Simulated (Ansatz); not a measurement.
VBiO₄:
```
VBiO4
1.0
   -2.55350     2.55350     5.78910
    2.55350    -2.55350     5.78910
    2.55350     2.55350    -5.78910
Bi V O
2 2 8
Cartesian
  0.00000   2.55350   2.89455
  0.00000   0.00000   0.00000
  2.55350   0.00000   2.89455
  0.00000   0.00000   5.78910
  3.26680   1.27441   3.81102
  1.27908   3.26680   0.91646
  1.84019  -1.27441   3.81102
  1.27441  -0.71331   6.70557
  1.84019   1.27908  -0.91646
  3.82791  -0.71331   1.97809
  0.71331   1.27441   4.87264
  1.27908   0.71331   1.97809
```

Cartesian axes are those of the cell as given.

Problem. Give the high-frequency dielectric tensor and the Born effective charge tensors of the independent atoms from DFPT, plane-wave PAW PBEsol (Ansatz code).

Solution. 
ε∞:
```
7.60  0.00  0.00
0.00  7.60  0.00
0.00  0.00  6.41
```
Z* of atom 1 (Bi), rows: field, columns: displacement, in e:
```
 5.79   0.11   0.00
-0.11   5.79   0.00
 0.00   0.00   5.87
```
Z* of atom 3 (V), rows: field, columns: displacement, in e:
```
 5.58   0.02   0.00
-0.02   5.58   0.00
 0.00   0.00   3.95
```
Z* of atom 5 (O), rows: field, columns: displacement, in e:
```
-2.32  -1.57  -0.21
-1.51  -3.37  -1.45
-0.22  -1.18  -2.45
```

Space group I4_1/a. The cell was relaxed with PBEsol under the symmetry of its start. The workflow began spin-polarised and lost its moments. No Hubbard U is applied. Scalar-relativistic: spin–orbit coupling is off unless named, which matters more the heavier the elements.

Potentials: the later of the program's two PAW sets.
